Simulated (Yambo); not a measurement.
Yambo run on KTaO$_{3}$ (cubic perovskite, space group Pm-3m, No. 221). The wavefunctions are PBEsol (pw.x of Quantum ESPRESSO, ONCV potentials, with spin-orbit coupling) ones on a 4×4×4 mesh (40 occupied bands); a = b = c = 3.9949 Å, α = β = γ = 90.00°.

Yambo input:

```
rim_cut
gw0
dyson
el_el_corr
HF_and_locXC
ppa
em1d
RandQpts= 1000000
RandGvec= 1 Ry
EXXRLvcs= 84 Ry
VXCRLvcs= 336 Ry
Chimod= "HARTREE"
% BndsRnXp
 5 | 134 |
%
NGsBlkXp= 7 Ry
% LongDrXp
 1.0 | 1.0 | 1.0 |
%
PPAPntXp= 27.2114 eV
% GbndRnge
 1 | 134 |
%
GTermKind= "BG"
DysSolver= "n"
ExtendOut
% QPkrange
 1 | 1 | 40 | 41 |
 10 | 10 | 40 | 40 |
%
```

k points by index: 1 = Γ, 10 = R.

Table of the .qp output:

```
#    K-point    Band    Eo [eV]    E [eV]    E-Eo [eV]    Vxc [eV]    Vnlxc [eV]    Sc|Eo [eV]    Sc|E [eV]    dSc/dw|Eo [eV]    Re(Z)    Im(Z)
#
    1    40    -0.583178    -1.022969    -0.439791    -20.27390    -25.29599    4.458698    4.582292    -7.645050    0.780668    -0.001301
    1    41    1.999824    3.293693    1.293870    -14.87638    -9.369173    -3.945722    -4.213337    -5.627747    0.828625    -0.001103
    10    40    0.000000    -0.383469    -0.383469    -19.91070    -25.12058    4.713175    4.826412    -8.032705    0.772081    -0.001349
```
(The two width columns are left out.) Convergence of these settings isn't established.

Geometry of the Materials Project entry, not relaxed at this level.
